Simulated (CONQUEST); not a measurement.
CONQUEST is run on 2 x 1 x 1 supercell of LaBi (LaBi, 24 atoms in the cell; host: space group no. 160; prototype structure), and the run fails. The aim is a self-consistent single point with DFT, PBEsol, numerical atomic orbitals double-zeta with polarisation (the shipped basis), PseudoDojo norm-conserving potentials made for PBEsol.

This input was run:

```
# files in the folder: La.ion Bi.ion (PseudoDojo PBEsol potentials, DZP orbitals)
# file: Conquest_input
IO.Title                       LaBi
IO.Coordinates                 LaBi.in
IO.FractionalAtomicCoords      T
IO.WriteOutToFile              F
IO.Iprint                      2
IO.AtomChargeOutput            T

General.NumberOfSpecies        2
%block ChemicalSpeciesLabel
  1 138.9055 La
  2 208.9804 Bi
%endblock

Grid.GridCutoff                140
DM.SolutionMethod              diagon
Diag.MPMesh                    T
Diag.MPMeshX                   2
Diag.MPMeshY                   3
Diag.MPMeshZ                   2
Diag.GammaCentred              T
Diag.KProcGroups               4
Diag.kT                        0.003675

minE.SCTolerance               1.0e-06
SC.MaxIters                    100
SC.LinearMixingFactor          0.9
SC.MaxPulay                    1
AtomMove.TypeOfRun             static
AtomMove.FullStress            T
# file: LaBi.in
    18.446047560      0.000000000      0.000000000
     0.000000000     15.974744992      0.000000000
     0.000000000      0.000000000     23.677737329
24
    0.250000000     0.166667000     0.095733000  1 T T T
    0.750000000     0.166667000     0.095733000  1 T T T
    0.000000000     0.333333000     0.429067000  1 T T T
    0.500000000     0.333333000     0.429067000  1 T T T
    0.000000000     0.000000000     0.762400000  1 T T T
    0.500000000     0.000000000     0.762400000  1 T T T
    0.000000000     0.666667000     0.095733000  1 T T T
    0.500000000     0.666667000     0.095733000  1 T T T
    0.250000000     0.833333000     0.429067000  1 T T T
    0.750000000     0.833333000     0.429067000  1 T T T
    0.250000000     0.500000000     0.762400000  1 T T T
    0.750000000     0.500000000     0.762400000  1 T T T
    0.000000000     0.000000000     0.237600000  2 T T T
    0.500000000     0.000000000     0.237600000  2 T T T
    0.250000000     0.166667000     0.570933000  2 T T T
    0.750000000     0.166667000     0.570933000  2 T T T
    0.000000000     0.333333000     0.904267000  2 T T T
    0.500000000     0.333333000     0.904267000  2 T T T
    0.250000000     0.500000000     0.237600000  2 T T T
    0.750000000     0.500000000     0.237600000  2 T T T
    0.000000000     0.666667000     0.570933000  2 T T T
    0.500000000     0.666667000     0.570933000  2 T T T
    0.250000000     0.833333000     0.904267000  2 T T T
    0.750000000     0.833333000     0.904267000  2 T T T
```

The program printed (abridged):

```
    new_SC_potl: Starting.  Tolerance:  0.10000E-05

    PulayMixSC: Starting Pulay mixing, A_up =  0.900 A_dn =  0.900
    PulayMixSC: Spin non-polarised calculation.
          Harris-Foulkes Energy            :     -1405.086547304992109 Ha
          GroundState Energy (E-(1/2)TS)   :     -1405.087105160620922 Ha
          Free Energy (E-TS)               :     -1405.087663016249735 Ha
          DFT Total Energy                 :     -1404.911338023116969 Ha
          Total number of electrons        :       311.999999999993349
   [... lines left out ...]
    PulayMixSC: Pulay iteration    99 residual:              0.36720E-01
    PulayMixSC: Pulay iteration is reset !!  at  99 th iteration
          Harris-Foulkes Energy            :     -5391.442428441810989 Ha
          GroundState Energy (E-(1/2)TS)   :     -5391.446766381747693 Ha
          Free Energy (E-TS)               :     -5391.451104321683488 Ha
          DFT Total Energy                 :       771.026835806450208 Ha
          Total number of electrons        :       311.999971230308461
    PulayMixSC: Pulay iteration   100 residual:              0.36720E-01
  Error in process    2
  Error in process    4
  Error in process    3
  Error in process    3
  lateSC: too many iterations:        100       100
  lateSC: too many iterations:        100       100
  Error in process    4
  lateSC: too many iterations:        100       100
  lateSC: too many iterations:        100       100
          ********** LateSC **********
  Error in process    2
  lateSC: too many iterations:        100       100
  lateSC: too many iterations:        100       100
  Error in process    1
  Error in process    1
  lateSC: too many iterations:        100       100
  lateSC: too many iterations:        100       100
MPI_ABORT was invoked
 
```

The fault is unsuitable density mixing. The mixing decides whether the self-consistent loop contracts; it does not change the solution where the loop converges to the same state. To fix it, return to a moderate mixing step with a longer history. The run ended unconverged after 100 iterations.

An input that runs soundly differs in these lines (not the only fix; some lines may just follow from the change or write a value another way):
```diff
-SC.LinearMixingFactor          0.9
-SC.MaxPulay                    1
+SC.LinearMixingFactor          0.3
+SC.KerkerPreCondition          T
+SC.KerkerFactor                0.5
```

With that input, the run converged in 18 iterations: free energy E − TS -38232.4550 eV; pressure -6.33 GPa; largest force (vector length) 0.445 eV/Å (DFT, PBEsol, numerical atomic orbitals double-zeta with polarisation (the shipped basis), PseudoDojo norm-conserving potentials made for PBEsol).

On the sound run: lattice and positions were typed or generated, without prior relaxation. Spin-orbit coupling is left out, which matters for bands and gaps with elements this heavy. The program uses no crystal symmetry, so grid and mesh can part values that symmetry would make equal. The atom-centred basis is finite, which shifts total energies, pressures and forces against plane waves.
